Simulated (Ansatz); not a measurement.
Polymorphs of Cu3Sn, each relaxed with plane-wave PAW PBEsol (Ansatz code):

A: Fm-3m
a = b = c = 6.052 Å, α = β = γ = 90.00°

```json
[
 {"atom": "Cu", "site": "4b", "symmetry": "m-3m", "x": "0.5000", "y": "0.5000", "z": "0.5000"},
 {"atom": "Cu", "site": "8c", "symmetry": "-43m", "x": "0.2500", "y": "0.2500", "z": "0.2500"},
 {"atom": "Sn", "site": "4a", "symmetry": "m-3m", "x": "0.0000", "y": "0.0000", "z": "0.0000"}
]
```

B: P6_3/mmc
a = b = 5.486 Å, c = 4.245 Å, α = β = 90.00°, γ = 120.00°

| atom | site | symmetry | x | y | z |
|---|---|---|---|---|---|
| Cu | 6h | mm2 | 0.3114 | 0.1557 | 0.2500 |
| Sn | 2c | -6m2 | 0.3333 | 0.6667 | 0.2500 |

Task: Rank these by energy per atom at 0 K (lowest first), as PBEsol gives it.

Result: B (+0 meV/atom), A (+67 meV/atom)

Standing as an ambient phase not checked: A; B. Perhaps ordered models of mixed-site phases: A. Unstable at this level: A. All cells were relaxed under the symmetry of their starts (and spin orders); stability against distortions was not tested throughout. Rows with no word on spin ran without spin polarisation. Spin–orbit coupling is left out wherever it is not named.

Energies hold the estimated change up to a 700 eV cutoff; steps of a few meV lie near the error of the meshes.

Potentials: the later of the program's two PAW sets.
